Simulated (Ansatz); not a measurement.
KRb2RhF6:
```
KRb2RhF6
1.0
    0.00000     4.45110     4.45110
    4.45110     0.00000     4.45110
    4.45110     4.45110     0.00000
K Rb Rh F
1 2 1 6
Cartesian
  4.45110   4.45110   4.45110
  6.67665   6.67665   6.67665
  2.22555   2.22555   2.22555
  0.00000   0.00000   0.00000
  1.97967   4.45110   4.45110
  6.92253   4.45110   4.45110
  4.45110   1.97967   4.45110
  4.45110   6.92253   4.45110
  4.45110   4.45110   1.97967
  4.45110   4.45110   6.92253
```

Relaxed with r²SCAN. Special points in fractions of this cell's reciprocal vectors: Γ (0.000, 0.000, 0.000); X (0.500, 0.000, 0.500); U (0.625, 0.250, 0.625); K (0.375, 0.375, 0.750); L (0.500, 0.500, 0.500); W (0.500, 0.250, 0.750).

### Question
List the band energies nearest the valence-band maximum at these points for DFT-r²SCAN with spin–orbit coupling in the program Ansatz with PAW potentials.

### Answer
In eV from the valence-band maximum; about four levels below and three above (degenerate sets whole), none deeper than 8.9 eV; points with the same levels are listed once.

```json
[
 {"k": "Γ", "below": "-0.32 -0.32 -0.32 -0.32 -0.09 -0.09", "above": "2.84 2.84 2.84 2.84"},
 {"k": "X", "below": "-0.20 -0.20 0.00 0.00", "above": "2.72 2.72 2.86 2.86"},
 {"k": "U", "below": "-0.22 -0.22 -0.01 -0.01", "above": "2.77 2.77 2.92 2.92"},
 {"k": "L", "below": "-0.25 -0.25 -0.03 -0.03", "above": "2.98 2.98 2.98 2.98"},
 {"k": "W", "below": "-0.23 -0.23 -0.01 -0.01", "above": "2.75 2.75 2.94 2.94"}
]
```

Space group Fm-3m. The first step of the workflow began from a Materials Project structure, measured or hypothetical; the Crystallography Open Database files this formula in space group No. 225, but the cells were not matched. Whether it is the stable phase at ambient conditions was not checked. The cell was relaxed with r²SCAN under the symmetry of its start; whether a distortion lowers the energy is not shown. No spin polarisation was allowed.

Potentials: the later of the program's two PAW sets.
